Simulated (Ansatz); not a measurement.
Input:

Hf:
```
Hf
1.0
    0.00000     3.18473     3.18473
    3.18473     0.00000     3.18473
    3.18473     3.18473     0.00000
Hf
2
Direct
  0.00000   0.00000   0.00000
  0.25000   0.25000   0.25000
```

This is the PBEsol-relaxed structure.

### Question
All from plane-wave PAW PBEsol (Ansatz code), unless another level is named. Estimate the density of states at the Fermi level.

### Answer
2.7 states/eV per atom (mean over ±0.08 eV).

### Question
Give the gap with spin–orbit coupling.

### Answer
none (metallic).

Space group Fd-3m (diamond). The start of the workflow was typed in or built on a structure type; neither database checked (COD, Materials Project) lists it. It is not the phase usual at ambient conditions (space group No. 194). The PBEsol relaxation kept the symmetry of its start. At this level the phase is mechanically unstable. No spin polarisation was allowed. Scalar-relativistic: spin–orbit coupling is off unless named, which matters more the heavier the elements.

Potentials: the later of the program's two PAW sets.
